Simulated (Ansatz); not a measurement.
# Magnetic states of Ba₂NiTeO₆

```yaml
crystal:
  lattice:
    - [2.89850, 1.67345, 9.53166]
    - [-2.89850, 1.67345, 9.53166]
    - [0.00000, -3.34690, 9.53166]
  atoms:
    - { symbol: Ba, position: [0.28396, 0.28396, 0.28396] }
    - { symbol: Ba, position: [0.71604, 0.71604, 0.71604] }
    - { symbol: Ba, position: [0.12646, 0.12646, 0.12646] }
    - { symbol: Ba, position: [0.87354, 0.87354, 0.87354] }
    - { symbol: Ni, position: [0.40550, 0.40550, 0.40550] }
    - { symbol: Ni, position: [0.59450, 0.59450, 0.59450] }
    - { symbol: Te, position: [0.50000, 0.50000, 0.50000] }
    - { symbol: Te, position: [0.00000, 0.00000, 0.00000] }
    - { symbol: O, position: [0.61230, 0.15330, 0.61230] }
    - { symbol: O, position: [0.61230, 0.61230, 0.15330] }
    - { symbol: O, position: [0.15330, 0.61230, 0.61230] }
    - { symbol: O, position: [0.38770, 0.84670, 0.38770] }
    - { symbol: O, position: [0.84670, 0.38770, 0.38770] }
    - { symbol: O, position: [0.38770, 0.38770, 0.84670] }
    - { symbol: O, position: [0.80450, 0.27350, 0.80450] }
    - { symbol: O, position: [0.80450, 0.80450, 0.27350] }
    - { symbol: O, position: [0.27350, 0.80450, 0.80450] }
    - { symbol: O, position: [0.19550, 0.72650, 0.19550] }
    - { symbol: O, position: [0.72650, 0.19550, 0.19550] }
    - { symbol: O, position: [0.19550, 0.19550, 0.72650] }
```

Computed with plane-wave PAW DFT (Ansatz 0.2.0): r2SCAN with U_eff = 2.5 eV on Ni d (all-electron-ortho-atomic projectors), 500 eV cutoff, 5×5×5 Γ-centred mesh, fermi-dirac occupations of width 0.050 eV. The atoms are fixed and numbered as listed; spin is collinear, without spin-orbit coupling.

Different starts of the self-consistent cycle ended in different solutions. Their moments in μB:

| state | Ni5 | Ni6 | other atoms together | size of the net moment a cell |
| --- | --- | --- | --- | --- |
| A | 0.00 | 0.00 | 0.00 | 0.00 |
| B | 1.68 | -1.68 | 0.00 | 0.00 |
| C | 1.68 | 1.68 | 0.47 | 4.00 |

Site moments are taken in small spheres that don't touch (radius about 0.4 of the atom's shortest bond), so those of the magnetic atoms read low, and they needn't add up to the net moment. State A was run without spin polarisation.

Q: Which state has the lowest energy at zero smearing, and how far up are the others?

A: State B (antiparallel, compensated) is lowest; C (parallel moments) lies 0.7 meV above it, A (without moments) lies 229 meV above it, all counted an atom of the cell.

Q: Which states have a gap on the mesh, and what pressure does each exert on this cell?

A: A: no gap, 0.8 GPa; B: gap 3.43 eV, 0.8 GPa; C: gap 2.99 eV, 0.8 GPa (positive in compression).

Q: Compare the parallel order C with the antiparallel order B.

A: Between C and B the moments keep their size (1.68 against 1.68 μB in the mean), so the difference mostly measures the exchange between the flipped sites: the antiparallel order gains 7 meV for each Ni atom. The nearest flipped pair stands 5.31 Å apart. Flipped pairs are linked through Te; the widest Ni–Te–Ni angle among the nearer links is 180°, at 5.40 Å between the metal atoms.

Q: How much does the cell gain by forming moments?

A: 229 meV an atom of the cell, or 2290 meV for each Ni atom, against state A, which has none. A run without spin would miss this and give wrong energies and forces. That state isn't the paramagnet, which keeps its moments, so this is no ordering energy, and a U raises it further by its penalty on part-filled orbitals.

The cell is that of a Crystallography Open Database entry, unchanged.

Caveats: only orders that fit this cell and collinear spins were tried, so the true order may need a larger cell or canted moments; atoms and cell are not relaxed, and each state would relax in its own way; the U is a value in common use, not computed for this crystal; the k mesh is coarse, so differences of a few meV are uncertain where a state is a metal; one start a pattern, so a lower state of the same pattern may exist.
